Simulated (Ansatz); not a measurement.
This run works on a generated trial structure, not on a known crystal.

Input and command of a plane-wave DFT calculation in Ansatz:

```yaml
crystal:
  lattice:
    - [6.39903584, 0.0, 0.0]
    - [-3.19951792, 5.5417276, 0.0]
    - [0.0, 0.0, 5.79693592]
  atoms:
    - { symbol: Sn, position: [0.0, 0.0, 0.5] }
    - { symbol: Se, position: [0.33333333, 0.66666667, 0.5] }
    - { symbol: Se, position: [0.0, 0.68848425, 0.0] }
    - { symbol: Se, position: [0.68848425, 0.0, 0.0] }
    - { symbol: Se, position: [0.31151575, 0.31151575, 0.0] }
    - { symbol: Se, position: [0.66666667, 0.33333333, 0.5] }
basis:
  ecutwfc: 420
kpoints:
  mp_grid: { grid: [3, 3, 4] }
hamiltonian:
  xc: pbe
scf:
  occupations: { method: gaussian, width: 0.1 }
  lower_state_search: "off"
output:
  forces: true
  stress: true
  eigenvalues: true
relax:
  adjacent_minimum: "off"
  f_tol: 0.04
  max_steps: 70
  cell: { stress_tol: 0.4 }
```

```bash
ansatz run input.yaml --threads 1 --pin off --max-ram 2560MiB --backend cpu --events-out ev --progress --plain --runs-dir out
```

Processor: Arm Neoverse V1, 1 thread, on a host shared with other jobs.

Q: Estimate time, memory and problem size.

A: About 2.8 min, peak memory 0.44 GiB. It solves 57 bands at 9 k points (after reduction by symmetry) with about 2797 plane waves (on the last cell), in 122 SCF iterations over 16 ionic steps.
